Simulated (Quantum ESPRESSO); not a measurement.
```cif
data_Cl6Mo
_chemical_formula_sum 'Cl6 Mo1'
_space_group_name_H-M_alt 'P-31m'
_space_group_IT_number 162
_space_group_name_Hall '-P 3 2'
_cell_length_a 6.17348
_cell_length_b 6.17348
_cell_length_c 5.66592
_cell_angle_alpha 90.000
_cell_angle_beta 90.000
_cell_angle_gamma 120.000
loop_
_atom_site_label
_atom_site_type_symbol
_atom_site_symmetry_multiplicity
_atom_site_Wyckoff_symbol
_atom_site_fract_x
_atom_site_fract_y
_atom_site_fract_z
_atom_site_occupancy
Cl1 Cl 6 k 0.30361 0.30361 0.26629 1
Mo1 Mo 1 b 0.00000 0.00000 0.50000 1
```

The geometry is that of Materials Project entry mp-1221436, symmetrised and not relaxed again.

What does LDA (pw.x of Quantum ESPRESSO, ONCV potentials, without SOC) give for the electronic structure near the Fermi level?

The LDA gap is indirect, 0.94 eV, from K to Γ; the smallest direct gap is 1.08 eV. Spin-orbit splittings are left out.

The structure is a Materials Project entry; no match was found in the copy of COD used, and its stability was not checked.
